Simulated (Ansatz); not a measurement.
This run works on a generated trial structure, not on a known crystal.

Input and command of a plane-wave DFT calculation in Ansatz:

```yaml
crystal:
  lattice:
    - [3.5764125151, 0.0, 0.0]
    - [0.0, 3.5764125151, 0.0]
    - [0.0, 0.0, 11.1653010602]
  atoms:
    - { symbol: Nb, position: [0.5, 0.5, 0.2964022331] }
    - { symbol: Nb, position: [0.0, 0.0, 0.5257315093] }
    - { symbol: Nb, position: [0.5, 0.5, 0.7250754471] }
    - { symbol: Ge, position: [0.0, 0.0, 0.002164447] }
    - { symbol: P, position: [0.0, 0.0, 0.2276313288] }
    - { symbol: P, position: [0.5, 0.5, 0.5047507997] }
    - { symbol: P, position: [0.0, 0.0, 0.7579411511] }
    - { symbol: S, position: [0.5, 0.5, 0.960303084] }
basis:
  ecutwfc: 420
kpoints:
  mp_grid: { grid: [10, 10, 4] }
hamiltonian:
  xc: pbe
scf:
  occupations: { method: gaussian, width: 0.1 }
output:
  forces: true
  stress: true
  eigenvalues: true
relax:
  adjacent_minimum: "off"
  f_tol: 0.01
  max_steps: 30
  cell: { stress_tol: 0.1, fix: [volume] }
```

```bash
ansatz run input.yaml --threads 1 --pin off --max-ram 2560MiB --backend cpu --events-out ev --progress --plain --runs-dir out
```

Processor: Intel(R) Xeon(R) Platinum 8488C (Sapphire Rapids), 1 thread, on a host shared with other jobs.

Task: Estimate time, memory and problem size.

Result: About 2.5 min, peak memory 0.6 GiB. It solves 45 bands at 63 k points (after reduction by symmetry) with about 2769 plane waves, in 41 SCF iterations over 6 ionic steps.
